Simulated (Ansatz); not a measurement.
Consider the following.

TePb (rock salt, Fm-3m), a = 6.5345 Å, b = 6.5345 Å, c = 6.5345 Å, α = 90.00°, β = 90.00°, γ = 90.00°; the cell used has 2 atoms.

This is the r²SCAN-relaxed structure.

**Question.** All from r²SCAN in the plane-wave PAW code Ansatz, unless another level is named. Predict the Hill bulk and shear moduli.

**Answer.** 42.2 and 26.3 GPa.

**Question.** What about the elastic constants (relaxed ions, GPa)?

**Answer.** C11 = 115, C12 = 5.9, C44 = 15.4.

The r²SCAN relaxation kept the symmetry of its start; of distortions, only those at the zone centre were tested. Spin–orbit coupling is left out wherever it is not named.

Potentials: the later of the program's two PAW sets.
